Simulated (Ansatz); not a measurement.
Consider the following.

CdHg3Te4:
```
CdHg3Te4
1.0
    6.42841     0.00000     0.00000
    0.00000     6.42841     0.00000
    0.00000     0.00000     6.42841
Cd Hg Te
1 3 4
Direct
  0.00000   0.00000   0.00000
  0.00000   0.50000   0.50000
  0.50000   0.00000   0.50000
  0.50000   0.50000   0.00000
  0.24938   0.24938   0.24938
  0.24938   0.75062   0.75062
  0.75062   0.75062   0.24938
  0.75062   0.24938   0.75062
```

This is the LDA-relaxed structure.

**Question.** All from the program Ansatz at the LDA level (PAW), unless another level is named. Give the electronic character.

**Answer.** no gap, with almost no states at the Fermi level (zero-gap or semimetallic).

**Question.** Next, the formation energy from the elements (no fitted shifts)?

**Answer.** -0.18 eV/atom.

Space group P-43m. The first step of the workflow began from a Materials Project structure, measured or hypothetical; the Crystallography Open Database copy checked does not list it. With Cd and Hg taken as one species the cell has the higher symmetry F-43m, so it may be an ordered model of a mixed-site phase. Whether it is the stable phase at ambient conditions was not checked. Symmetry was held in the LDA relaxation; its stability against distortions is not shown here. The references are the lowest solids computed at this level, not always the standard phases. Scalar-relativistic: spin–orbit coupling is off unless named, which matters more the heavier the elements.

Potentials: the later of the program's two PAW sets.
